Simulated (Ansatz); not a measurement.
AlAs (zinc blende, F-43m), a = b = c = 5.675 Å, α = β = γ = 90.00°; the cell used has 2 atoms.

Relaxed with PBEsol. PBEsol (plane waves, PAW; program Ansatz) gives a gap of 1.34 eV.

Q: What gap does HSE06 give on the same cell (Ansatz, PAW)?

A: 2.09 eV, 0.75 eV more. The hybrid was solved on a coarser mesh and at special points; its gap is the smallest among all of these.

| k | v1 PBEsol | c1 PBEsol | v1 HSE06 | c1 HSE06 |
|---|---|---|---|---|
| Γ | 0.00 | 1.91 | … | … |
| X | -2.16 | 1.34 | -2.36 | 2.09 |
| L | -0.82 | 2.05 | … | … |
| W | -2.82 | 4.23 | … | … |
| K | -1.79 | 2.15 | … | … |

Q: Top valence (v1) and lowest conduction level (c1) in eV from each method's valence maximum (which need not be a listed point): supply the withheld HSE06 values.

A: 
- W, v1 HSE06: -3.02
- W, c1 HSE06: 5.08
- Γ, v1 HSE06: 0.00
- Γ, c1 HSE06: 2.89
- L, v1 HSE06: -0.89
- L, c1 HSE06: 2.90
- K, v1 HSE06: -1.95
- K, c1 HSE06: 2.94

Cost on shared cores: the PBEsol run (SCF on a 8×8×8 mesh, then bands and DOS) around 17 core-seconds (rough), the HSE06 run (SCF on 6×6×6, then a few points) very roughly 2.2 core-minutes; the tasks are unlike.

Symmetry was held in the PBEsol relaxation. Scalar-relativistic: spin–orbit coupling is off unless named, which matters more the heavier the elements.

Potentials: the later of the program's two PAW sets.
